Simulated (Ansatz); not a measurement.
Ca$_{2}$As:
```cif
data_As4Ca8
_chemical_formula_sum 'Ca8 As4'
_space_group_name_H-M_alt 'I4/mmm'
_space_group_IT_number 139
_space_group_name_Hall '-I 4 2'
_cell_length_a 4.55537
_cell_length_b 4.55537
_cell_length_c 15.78387
_cell_angle_alpha 90.000
_cell_angle_beta 90.000
_cell_angle_gamma 90.000
loop_
_atom_site_label
_atom_site_type_symbol
_atom_site_symmetry_multiplicity
_atom_site_Wyckoff_symbol
_atom_site_fract_x
_atom_site_fract_y
_atom_site_fract_z
_atom_site_occupancy
Ca1 Ca 4 c 0.00000 0.50000 0.00000 1
Ca2 Ca 4 e 0.00000 0.00000 0.32095 1
As1 As 4 e 0.00000 0.00000 0.13431 1
```
(The calculation used a cell of 6 atoms; values per cell refer to that cell.)

Relaxed with r²SCAN.

### Question
Tabulate the valence density and the electron localisation function along the shortest Ca–As contact (2.95 Å), plane-wave PAW r²SCAN (Ansatz code).

### Answer


| distance from Ca (Å) | density (e/Å³) | ELF |
|---|---|---|
| 0.29 | 5.86 | 0.81 |
| 0.44 | 4.48 | 0.85 |
| 0.59 | 2.86 | 0.86 |
| 0.74 | 1.53 | 0.81 |
| 0.88 | 0.72 | 0.61 |
| 1.03 | 0.34 | 0.24 |
| 1.18 | 0.20 | 0.09 |
| 1.33 | 0.18 | 0.15 |
| 1.47 | 0.20 | 0.43 |
| 1.62 | 0.26 | 0.69 |
| 1.77 | 0.35 | 0.76 |
| 1.91 | 0.48 | 0.74 |
| 2.06 | 0.71 | 0.70 |
| 2.21 | 1.35 | 0.63 |
| 2.36 | 3.40 | 0.48 |
| 2.50 | 8.70 | 0.28 |
| 2.65 | 18.24 | 0.15 |

The density is the valence pseudo-density with augmentation charge, so density and ELF within about 1 Å of a nucleus are not all-electron values.

The workflow started from an entry of the Crystallography Open Database (COD). Whether it is the stable phase at ambient conditions was not checked. The cell was relaxed with r²SCAN under the symmetry of its start; whether a distortion lowers the energy is not shown.

Potentials: the later of the program's two PAW sets.
